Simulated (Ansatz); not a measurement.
**Question.** AlPd (rock salt, Fm-3m) is relaxed with r²SCAN (plane waves, PAW; program Ansatz). What lattice parameters of the conventional cell result?

**Answer.** a = 5.089 Å.

The start of the workflow was typed in or built on a structure type; neither database checked (COD, Materials Project) lists it. Its standing as an ambient phase is unchecked. The cell was relaxed with r²SCAN under the symmetry of its start. At this level the phase is mechanically unstable. The run is not spin-polarised.

Potentials: the later of the program's two PAW sets.
